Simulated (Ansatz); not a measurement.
**Perturbing KMgH₃N₂**

Base: an entry of the Crystallography Open Database (COD) whose atoms were relaxed with r2SCAN, the cell held.

```
CELL_PARAMETERS angstrom
9.34970 0.00000 0.00000
0.00000 3.66310 0.00000
0.00000 0.00000 9.89010
ATOMIC_POSITIONS crystal
K 0.23532 0.75000 0.17061
K 0.26468 0.25000 0.67061
K 0.73532 0.75000 0.32939
K 0.76468 0.25000 0.82939
Mg 0.03852 0.25000 0.39713
Mg 0.46148 0.75000 0.89713
Mg 0.53852 0.25000 0.10287
Mg 0.96148 0.75000 0.60287
H 0.23440 0.75000 0.45976
H 0.26560 0.25000 0.95976
H 0.73440 0.75000 0.04024
H 0.76560 0.25000 0.54024
H 0.45376 0.03379 0.36130
H 0.04624 0.96621 0.86130
H 0.95376 0.46621 0.13870
H 0.54624 0.53379 0.63870
H 0.54624 0.96621 0.63870
H 0.95376 0.03379 0.13870
H 0.04624 0.53379 0.86130
H 0.45376 0.46621 0.36130
N 0.12518 0.75000 0.45814
N 0.37482 0.25000 0.95814
N 0.62518 0.75000 0.04186
N 0.87482 0.25000 0.54186
N 0.49118 0.25000 0.30721
N 0.00882 0.75000 0.80721
N 0.99118 0.25000 0.19279
N 0.50882 0.75000 0.69279
```

Atom numbers follow the list; atoms alike are taken as one site, whose name carries the number of the first.

Method: Kohn–Sham DFT in Ansatz, r2SCAN, plane waves and PAW, scalar-relativistic, 500 eV cutoff, Γ-centred 3×8×3 k-points, Fermi–Dirac smearing 0.02 eV.

Gradients in 10²¹ V/m², for some of the sites:

| site | atoms | V_zz base | η base | V_zz variant | η variant |
| --- | --- | --- | --- | --- | --- |
| K1 | 1 | -1.93 | 0.97 | -1.91 | 0.96 |
| K2 | 2 | -1.93 | 0.97 | -1.94 | 0.97 |
| K3 | 3 | -1.93 | 0.97 | -1.93 | 0.96 |
| Mg5 | 5 | 1.28 | 0.51 | 1.28 | 0.51 |
| Mg6 | 6, 8 | 1.28 | 0.51 | 1.28 | 0.51 |
| Mg7 | 7 | 1.28 | 0.51 | 1.26 | 0.58 |
| H13 | 13 | 3.91 | 0.12 | 3.32 | 0.14 |
| H20 | 20 | 3.91 | 0.12 | 3.92 | 0.12 |
| N21 | 21 | 6.03 | 0.01 | 6.03 | 0.01 |
| N22 | 22 | 6.03 | 0.01 | 6.03 | 0.00 |
| N24 | 24 | 6.03 | 0.01 | 6.04 | 0.01 |
| N23 | 23 | 6.03 | 0.01 | 6.03 | 0.01 |
| N25 | 25 | -7.42 | 0.79 | -7.69 | 0.73 |
| N26 | 26, 27, 28 | -7.42 | 0.79 | -7.42 | 0.79 |

**Question.** Which change was made?
A. volume scaled by 1.04, ions relaxed
B. atom 13 (H) moved by 0.05 Å along (0.000, 0.000, 0.050) Å
C. volume scaled by 0.97, ions relaxed
D. equal xy, yz and zx engineering shear strains of +4 %, ions relaxed

**Answer.** B. It leaves 28 symmetry-distinct sites where the base has 6, which no other option does. The largest change of V_zz is on H13, from 3.91 to 3.32. In per cent, |V_zz| changes by -1 to 0 on K, -2 to 0 on Mg, -15 to 0 on H, 0 to +4 on N (all sites that start above 0.5). The table leaves out 3 of the 17 sites, with |V_zz| up to 3.98; their tensors move by 0.01 at most along any direction. The statements above cover all sites.

For the variant: The atoms aren't relaxed after the move (largest force 1.1 eV/Å).
